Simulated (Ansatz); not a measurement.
Cr (bcc (W type), Im-3m) under volume change, PBE in the plane-wave PAW code Ansatz, scaled uniformly.

```csv
V (Å³/atom),E − E(relaxed) (meV/atom),P (GPa)
10.709,68.3,23.02
11.062,?,?
11.415,6.7,6.31
11.768,0.0,0.00
12.121,?,?
12.474,21.1,-8.80
12.827,43.8,-11.69
```

Problem. Some entries are withheld; supply them.

Solution. 
- 12.121, E − E(relaxed) (meV/atom): 5.7
- 12.121, P (GPa): -4.99
- 11.062, E − E(relaxed) (meV/atom): 28.7
- 11.062, P (GPa): 13.87

Problem. What does a third-order Birch–Murnaghan fit give for V₀, B₀ and B′?

Solution. V₀ = 11.77 Å³/atom, B₀ = 181 GPa, B′ = 6.3.

Symmetry was held in the PBE relaxation, as lowered by the spin order. Magnetic state: antiferromagnetic, chosen from 4 collinear starts compared on coarse meshes (ties went to the first, and starts can fall back to one state), not a proven ground state. Textbook magnetic order: a spin-density-wave antiferromagnet.

Potentials: the later of the program's two PAW sets.
